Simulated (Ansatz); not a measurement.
**87Sr nuclear quadrupole resonance in Sr2LiCI3N2**

Cell: a measured structure from the Crystallography Open Database (COD), its atoms then relaxed with PBE in this cell.

```xyz
36
Lattice="0.0000 7.6156 7.6156 7.6156 0.0000 7.6156 7.6156 7.6156 0.0000" Properties=species:S:1:pos:R:3 pbc="T T T"
Li    1.9039    1.9039    1.9039
Li    1.9039    5.7117    5.7117
Li    5.7117    5.7117    1.9039
Li    5.7117    1.9039    5.7117
Sr   10.0149   12.8319   10.0149
Sr    6.2071    6.2071    6.2071
Sr   12.8319   10.0149   10.0149
Sr    9.0241    9.0241    6.2071
Sr   10.0149   10.0149   12.8319
Sr    6.2071    9.0241    9.0241
Sr   12.8319   12.8319   12.8319
Sr    9.0241    6.2071    9.0241
C     9.5195    5.7117    5.7117
C     5.7117    5.7117    9.5195
C     5.7117    9.5195    5.7117
C     9.5195    9.5195    9.5195
I     3.0102    7.6156    7.6156
I     3.8078    6.8180    3.8078
I    12.2210    7.6156    7.6156
I     3.8078    0.7976    3.8078
I     7.6156    3.0102    7.6156
I     3.8078    3.8078    6.8180
I     7.6156   12.2210    7.6156
I     3.8078    3.8078    0.7976
I     0.7976    3.8078    3.8078
I     7.6156    7.6156    3.0102
I     6.8180    3.8078    3.8078
I     7.6156    7.6156   12.2210
N    10.2336   12.6132   12.6132
N     6.4258    6.4258    8.8054
N    12.6132   10.2336   12.6132
N     8.8054    8.8054    8.8054
N    10.2336   10.2336   10.2336
N     6.4258    8.8054    6.4258
N    12.6132   12.6132   10.2336
N     8.8054    6.4258    6.4258
```

Atoms are numbered from 1 in the order listed; like atoms form one site, named after its first atom.

Method: Kohn–Sham DFT in Ansatz, PBE, plane waves and PAW, scalar-relativistic, 420 eV cutoff, Γ-centred 3×3×3 k-points, Fermi–Dirac smearing 0.02 eV.

87Sr: I = 9/2, Q = 305.0 mb (year-2017 value). Static lattice, zero field.

Question: Predict the zero-field 87Sr lines of each site.

Answer: For I = 9/2 and η = 0 the lines are |C_Q|/24 times 1, 2, 3 and 4; η shifts the lowest up most.

```json
{"site": "Sr", "atoms": "5, 6, 7, 8, 9, 10, …", "V_zz (10²¹ V/m²)": "-3.18", "C_Q (MHz)": "-23.5", "η": "0.00", "line frequencies (MHz)": "0.977, 1.95, 2.93, 3.91"}
```

An axis of threefold or higher order runs through Sr, so V_zz lies along it and η is zero.

Without spin–orbit coupling the gradients at and beside I can be off by some per cent, at some sites by more.

The relaxation (4 steps) took 3.5 min of wall time (3.5 min of CPU time) and 1.7 GiB at its peak, on 1 thread of Arm Neoverse V1 (aarch64; 8 cores open to the job, memory cap 3.0 GiB, no GPU), a shared host with a load of 0.2 a core.
